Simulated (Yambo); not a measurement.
```
CELL_PARAMETERS angstrom
      3.41287    -1.96640    -0.00959
      3.41287     1.96640    -0.00959
     -2.25998     0.00000     4.54451
ATOMIC_POSITIONS crystal
  Mg 0.50000 0.50000 0.50000
  S  0.92274 0.92274 0.76952
  S  0.07726 0.07726 0.23048
```

MgS₂ (space group C2/m, No. 12, within 0.06 Å of R-3m): mean Im ε in 1 eV windows above the direct gap of 2.49 eV, for different electron-hole kernels (Yambo, broadening 0.15 eV, PBEsol (Quantum ESPRESSO, PseudoDojo norm-conserving, 84 Ry, scalar-relativistic) bands; 6×6×4 mesh, 5 valence and 7 conduction bands, static screening with 33 bands and a 4 Ry block, scissor 1.50 eV, Tamm-Dancoff; field along x).

| window (eV) | independent quasiparticles | RPA (no attraction) | BSE |
|---|---|---|---|
| 2.5 to 3.5 | 2.4 | 2.6 | 2.1 |
| 3.5 to 4.5 | 0.8 | 1.0 | 0.7 |
| 4.5 to 5.5 | 0.9 | 1.0 | 2.1 |
| 5.5 to 6.5 | 2.0 | 1.5 | 4.2 |
| 6.5 to 7.5 | 4.4 | 3.3 | 6.7 |
| 7.5 to 8.5 | 6.1 | 3.8 | 7.1 |

This run doesn't resolve bound excitons or single peaks, so only averages are given, and they too depend on the mesh; weight that the attraction moves below the gap isn't listed. All transitions below 11.00 eV are in the band window. The scissor comes from a G0W0 run whose convergence isn't established.

Geometry relaxed with PBEsol.

The structure is a Materials Project entry; no match was found in the copy of COD used, and its stability was not checked.
